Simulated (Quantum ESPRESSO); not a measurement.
# Computed records: Al₃ZnN₃O (made-up cell)

All values are calculated (Quantum ESPRESSO 7.5). Calculation on a made-up crystal cell, not a measurement: periodic Kohn-Sham density functional theory in plane waves with PseudoDojo standard norm-conserving scalar-relativistic pseudopotentials, each functional with its own files (v0.5 for PBE, v0.4.1 for LDA and PBEsol), no spin polarisation, no spin-orbit coupling, atoms not relaxed, stress positive in tension, energies less a fixed whole-eV offset for each atom's element; levels are Kohn-Sham levels at fractions of this cell's reciprocal vectors, counted from the reference band (half the neutral cell's valence electrons, rounded up) at Gamma; error bars cover cutoff and k-mesh only, not smearing or the files; added strain carries the atoms with the cell, and shear is the tensor component; each bar is the largest change over components, and at least 0.002 eV, 0.002 eV per angstrom or 0.02 GPa; energies are for the whole cell, and the offsets were chosen from early runs and are not element reference energies.

Settings shared by all entries: lattice type wurtzite; functional pbe; cutoff 1143 eV; fermi dirac smearing 0.025 eV; scf tolerance 1e-07 eV; electrons removed 0; k mesh 5 x 4 x 4, shifted by half a step.

```json
{"entry": 1, "formula": "Al3ZnN3O", "kind": "made-up cell", "structure": {"cell_angstrom": [[3.2069, 0.0342, 0.0226], [0.0593, 5.4969, -0.022], [0.0369, -0.0207, 5.1481]], "atoms_fractional": [["Al", -0.0039, -0.00531, -0.00513], ["Al", 0.51292, 0.48775, -0.00825], ["Zn", 0.49368, 0.16479, 0.49488], ["Al", 0.0051, 0.66408, 0.50576], ["O", -0.03582, 0.01035, 0.36167], ["N", 0.48942, 0.49672, 0.36071], ["N", 0.49821, 0.15154, 0.86148], ["N", 0.01555, 0.66137, 0.88106]]}, "given": {"atom_site": [1, 2, 3, 4, 5, 6, 7, 8], "atom_energy_offset [eV]": [-64, -64, -5687, -64, -452, -283, -283, -283]}, "results": {"free_energy_less_offsets [eV]": -2.66, "smearing_term_minus_ts [eV]": 0.0, "scf_iterations": 12, "pressure [GPa]": -4.38, "stress_xx [GPa]": 4.538, "stress_yy [GPa]": 6.39, "stress_zz [GPa]": 2.21, "stress_yz [GPa]": -0.1094, "stress_xz [GPa]": 2.641, "stress_xy [GPa]": 4.835, "force_site": [1, 2, 3, 4, 5, 6, 7, 8], "force_x [eV/angstrom]": [0.09741, -0.1051, -1.311, -0.5261, 1.784, 0.5574, -0.08698, -0.41], "force_y [eV/angstrom]": [0.3038, -0.03124, 1.241, -0.7321, -3.18, 2.347, 0.01395, 0.03703], "force_z [eV/angstrom]": [-0.5721, -0.009773, 0.2301, -1.1, -1.414, 0.5174, 3.015, -0.6671], "reference_band": 25, "level_k_point": ["Gamma", "(1/2,1/2,1/2)", "(0.15,0,0)", "(0,0.15,0)", "(0,0,0.15)"], "next_band_up [eV]": [2.401, 4.259, 3.308, 2.812, 2.85], "error_bar_energy [eV]": 0.002, "error_bar_stress [GPa]": 0.03543, "error_bar_force [eV/angstrom]": 0.002842, "error_bar_next_band_up [eV]": 0.002, "error_bars_from": "tighter rerun of a related cell"}}
{"entry": 2, "formula": "Al3ZnN3O", "kind": "made-up cell", "structure": {"cell_angstrom": [[3.2069, 0.0342, 0.0226], [0.0593, 5.4969, -0.022], [0.0369, -0.0207, 5.1481]], "atoms_fractional": [["Al", -0.0039, -0.00531, -0.00513], ["Al", 0.51292, 0.48775, -0.00825], ["Zn", 0.49368, 0.16479, 0.49488], ["Al", 0.0051, 0.66408, 0.50576], ["O", -0.02615, 0.01029, 0.36163], ["N", 0.48942, 0.49672, 0.36071], ["N", 0.49821, 0.15154, 0.86148], ["N", 0.01555, 0.66137, 0.88106]]}, "given": {"atom_site": [1, 2, 3, 4, 5, 6, 7, 8], "atom_energy_offset [eV]": [-64, -64, -5687, -64, -452, -283, -283, -283]}, "results": {"free_energy_less_offsets [eV]": -2.708, "smearing_term_minus_ts [eV]": 0.0, "scf_iterations": 12, "pressure [GPa]": -4.6, "stress_xx [GPa]": 4.884, "stress_yy [GPa]": 6.584, "stress_zz [GPa]": 2.331, "stress_yz [GPa]": 0.03095, "stress_xz [GPa]": 2.27, "stress_xy [GPa]": 4.372, "force_site": [1, 2, 3, 4, 5, 6, 7, 8], "force_x [eV/angstrom]": [0.1387, -0.1012, -0.9664, -0.4866, 1.296, 0.588, -0.05219, -0.4161], "force_y [eV/angstrom]": [0.3026, -0.03054, 1.126, -0.7315, -3.054, 2.341, 0.01034, 0.03562], "force_z [eV/angstrom]": [-0.5808, -0.01037, 0.1361, -1.101, -1.306, 0.5173, 3.013, -0.6678], "reference_band": 25, "level_k_point": ["Gamma", "(1/2,1/2,1/2)", "(0.15,0,0)", "(0,0.15,0)", "(0,0,0.15)"], "next_band_up [eV]": [2.411, 4.27, 3.319, 2.823, 2.861], "error_bar_energy [eV]": 0.002, "error_bar_stress [GPa]": 0.03543, "error_bar_force [eV/angstrom]": 0.002842, "error_bar_next_band_up [eV]": 0.002, "error_bars_from": "tighter rerun of a related cell"}}
{"entry": 3, "formula": "Al3ZnN3O", "kind": "made-up cell", "structure": {"cell_angstrom": [[3.2069, 0.0342, 0.0226], [0.0593, 5.4969, -0.022], [0.0369, -0.0207, 5.1481]], "atoms_fractional": [["Al", -0.0039, -0.00531, -0.00513], ["Al", 0.51292, 0.48775, -0.00825], ["Zn", 0.49368, 0.16479, 0.49488], ["Al", 0.0051, 0.66408, 0.50576], ["O", -0.02, 0.01025, 0.3616], ["N", 0.48942, 0.49672, 0.36071], ["N", 0.49821, 0.15154, 0.86148], ["N", 0.01555, 0.66137, 0.88106]]}, "given": {"atom_site": [1, 2, 3, 4, 5, 6, 7, 8], "atom_energy_offset [eV]": [-64, -64, -5687, -64, -452, -283, -283, -283]}, "results": {"free_energy_less_offsets [eV]": -2.73, "smearing_term_minus_ts [eV]": 0.0, "scf_iterations": 12, "pressure [GPa]": -4.708, "stress_xx [GPa]": 5.059, "stress_yy [GPa]": 6.674, "stress_zz [GPa]": 2.391, "stress_yz [GPa]": 0.09907, "stress_xz [GPa]": 2.044, "stress_xy [GPa]": 4.09, "force_site": [1, 2, 3, 4, 5, 6, 7, 8], "force_x [eV/angstrom]": [0.1648, -0.09878, -0.756, -0.4615, 0.9942, 0.6074, -0.03013, -0.42], "force_y [eV/angstrom]": [0.3021, -0.03019, 1.071, -0.7309, -2.993, 2.337, 0.008771, 0.03485], "force_z [eV/angstrom]": [-0.5846, -0.01065, 0.09117, -1.101, -1.255, 0.5173, 3.011, -0.668], "reference_band": 25, "level_k_point": ["Gamma", "(1/2,1/2,1/2)", "(0.15,0,0)", "(0,0.15,0)", "(0,0,0.15)"], "next_band_up [eV]": [2.417, 4.276, 3.324, 2.829, 2.867], "error_bar_energy [eV]": 0.002, "error_bar_stress [GPa]": 0.03543, "error_bar_force [eV/angstrom]": 0.002842, "error_bar_next_band_up [eV]": 0.002, "error_bars_from": "tighter rerun of this cell"}}
{"entry": 4, "formula": "Al3ZnN3O", "kind": "made-up cell", "structure": {"cell_angstrom": [[3.2069, 0.0342, 0.0226], [0.0593, 5.4969, -0.022], [0.0369, -0.0207, 5.1481]], "atoms_fractional": [["Al", -0.0039, -0.00531, -0.00513], ["Al", 0.51292, 0.48775, -0.00825], ["Zn", 0.49368, 0.16479, 0.49488], ["Al", 0.0051, 0.66408, 0.50576], ["O", -0.00759, 0.01018, 0.36155], ["N", 0.48942, 0.49672, 0.36071], ["N", 0.49821, 0.15154, 0.86148], ["N", 0.01555, 0.66137, 0.88106]]}, "given": {"atom_site": [1, 2, 3, 4, 5, 6, 7, 8], "atom_energy_offset [eV]": [-64, -64, -5687, -64, -452, -283, -283, -283]}, "results": {"free_energy_less_offsets [eV]": -2.758, "smearing_term_minus_ts [eV]": 0.0, "scf_iterations": 13, "pressure [GPa]": -4.856, "stress_xx [GPa]": 5.308, "stress_yy [GPa]": 6.783, "stress_zz [GPa]": 2.476, "stress_yz [GPa]": 0.1888, "stress_xz [GPa]": 1.603, "stress_xy [GPa]": 3.541, "force_site": [1, 2, 3, 4, 5, 6, 7, 8], "force_x [eV/angstrom]": [0.2166, -0.09465, -0.346, -0.4116, 0.4047, 0.6459, 0.01367, -0.4287], "force_y [eV/angstrom]": [0.3017, -0.02974, 1.001, -0.7291, -2.915, 2.33, 0.007364, 0.0336], "force_z [eV/angstrom]": [-0.588, -0.01103, 0.0341, -1.102, -1.19, 0.5176, 3.007, -0.6678], "reference_band": 25, "level_k_point": ["Gamma", "(1/2,1/2,1/2)", "(0.15,0,0)", "(0,0.15,0)", "(0,0,0.15)"], "next_band_up [eV]": [2.427, 4.286, 3.333, 2.839, 2.877], "error_bar_energy [eV]": 0.002, "error_bar_stress [GPa]": 0.03543, "error_bar_force [eV/angstrom]": 0.002842, "error_bar_next_band_up [eV]": 0.002, "error_bars_from": "tighter rerun of a related cell"}}
{"entry": 5, "formula": "Al3ZnN3O", "kind": "made-up cell", "structure": {"cell_angstrom": [[3.2069, 0.0342, 0.0226], [0.0593, 5.4969, -0.022], [0.0369, -0.0207, 5.1481]], "atoms_fractional": [["Al", -0.0039, -0.00531, -0.00513], ["Al", 0.51292, 0.48775, -0.00825], ["Zn", 0.49368, 0.16479, 0.49488], ["Al", 0.0051, 0.66408, 0.50576], ["O", 0.00407, 0.0101, 0.3615], ["N", 0.48942, 0.49672, 0.36071], ["N", 0.49821, 0.15154, 0.86148], ["N", 0.01555, 0.66137, 0.88106]]}, "given": {"atom_site": [1, 2, 3, 4, 5, 6, 7, 8], "atom_energy_offset [eV]": [-64, -64, -5687, -64, -452, -283, -283, -283]}, "results": {"free_energy_less_offsets [eV]": -2.763, "smearing_term_minus_ts [eV]": 0.0, "scf_iterations": 13, "pressure [GPa]": -4.902, "stress_xx [GPa]": 5.408, "stress_yy [GPa]": 6.791, "stress_zz [GPa]": 2.508, "stress_yz [GPa]": 0.2158, "stress_xz [GPa]": 1.198, "stress_xy [GPa]": 3.036, "force_site": [1, 2, 3, 4, 5, 6, 7, 8], "force_x [eV/angstrom]": [0.2661, -0.08987, 0.03002, -0.3637, -0.1454, 0.6831, 0.05571, -0.436], "force_y [eV/angstrom]": [0.3021, -0.02964, 0.9841, -0.7269, -2.895, 2.324, 0.008108, 0.03284], "force_z [eV/angstrom]": [-0.5861, -0.01103, 0.02072, -1.101, -1.176, 0.5181, 3.003, -0.6669], "reference_band": 25, "level_k_point": ["Gamma", "(1/2,1/2,1/2)", "(0.15,0,0)", "(0,0.15,0)", "(0,0,0.15)"], "next_band_up [eV]": [2.434, 4.292, 3.339, 2.845, 2.884], "error_bar_energy [eV]": 0.002, "error_bar_stress [GPa]": 0.03543, "error_bar_force [eV/angstrom]": 0.002842, "error_bar_next_band_up [eV]": 0.002, "error_bars_from": "tighter rerun of a related cell"}}
{"entry": 6, "formula": "Al3ZnN3O", "kind": "made-up cell", "structure": {"cell_angstrom": [[3.2069, 0.0342, 0.0226], [0.0593, 5.4969, -0.022], [0.0369, -0.0207, 5.1481]], "atoms_fractional": [["Al", -0.0039, -0.00531, -0.00513], ["Al", 0.51292, 0.48775, -0.00825], ["Zn", 0.49368, 0.16479, 0.49488], ["Al", 0.0051, 0.66408, 0.50576], ["O", 0.00997, 0.01007, 0.36147], ["N", 0.48942, 0.49672, 0.36071], ["N", 0.49821, 0.15154, 0.86148], ["N", 0.01555, 0.66137, 0.88106]]}, "given": {"atom_site": [1, 2, 3, 4, 5, 6, 7, 8], "atom_energy_offset [eV]": [-64, -64, -5687, -64, -452, -283, -283, -283]}, "results": {"free_energy_less_offsets [eV]": -2.757, "smearing_term_minus_ts [eV]": 0.0, "scf_iterations": 13, "pressure [GPa]": -4.893, "stress_xx [GPa]": 5.411, "stress_yy [GPa]": 6.762, "stress_zz [GPa]": 2.507, "stress_yz [GPa]": 0.2085, "stress_xz [GPa]": 0.9939, "stress_xy [GPa]": 2.782, "force_site": [1, 2, 3, 4, 5, 6, 7, 8], "force_x [eV/angstrom]": [0.2909, -0.08768, 0.2188, -0.3397, -0.4207, 0.7016, 0.07674, -0.4399], "force_y [eV/angstrom]": [0.3026, -0.02971, 0.9934, -0.7255, -2.904, 2.321, 0.009261, 0.0326], "force_z [eV/angstrom]": [-0.5833, -0.01092, 0.02859, -1.101, -1.186, 0.5184, 3.001, -0.6661], "reference_band": 25, "level_k_point": ["Gamma", "(1/2,1/2,1/2)", "(0.15,0,0)", "(0,0.15,0)", "(0,0,0.15)"], "next_band_up [eV]": [2.436, 4.294, 3.341, 2.847, 2.886], "error_bar_energy [eV]": 0.002, "error_bar_stress [GPa]": 0.03543, "error_bar_force [eV/angstrom]": 0.002842, "error_bar_next_band_up [eV]": 0.002, "error_bars_from": "tighter rerun of a related cell"}}
```
